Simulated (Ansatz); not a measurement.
**Ga₃As₂P (I-4m2) at 2 levels of theory**

One geometry, relaxed with PBE; plane waves with PAW potentials in Ansatz, scalar-relativistic. No spin polarisation. Gaps are the least over mesh and band path; pressure is positive in compression.

Space group I-4m2 (No. 119). a = 4.003 Å, b = 4.003 Å, c = 17.008 Å, α = 90.00°, β = 90.00°, γ = 90.00°
| atom | site | symmetry | x | y | z |
| --- | --- | --- | --- | --- | --- |
| Ga | 4e | 2mm. | 0.5000 | 0.5000 | 0.3293 |
| Ga | 2b | -4m2 | 0.5000 | 0.5000 | 0.0000 |
| P | 2c | -4m2 | 0.0000 | 0.5000 | 0.2500 |
| As | 4f | 2mm. | 0.5000 | 0.0000 | 0.4147 |

| level | cutoff (eV) | k mesh | gap (eV) | pressure (GPa) |
| --- | --- | --- | --- | --- |
| PBE | 420 | 12×12×12 | 0.58 | 0.0 |

Task: What comes out on the same cell with r2SCAN?

Result:
```json
{"level": "r2SCAN", "cutoff (eV)": "500", "k mesh": "12×12×12", "gap (eV)": "1.06", "pressure (GPa)": "-2.7"}
```

The structure comes from a generated guess; another structure or a mixture of phases may lie lower.
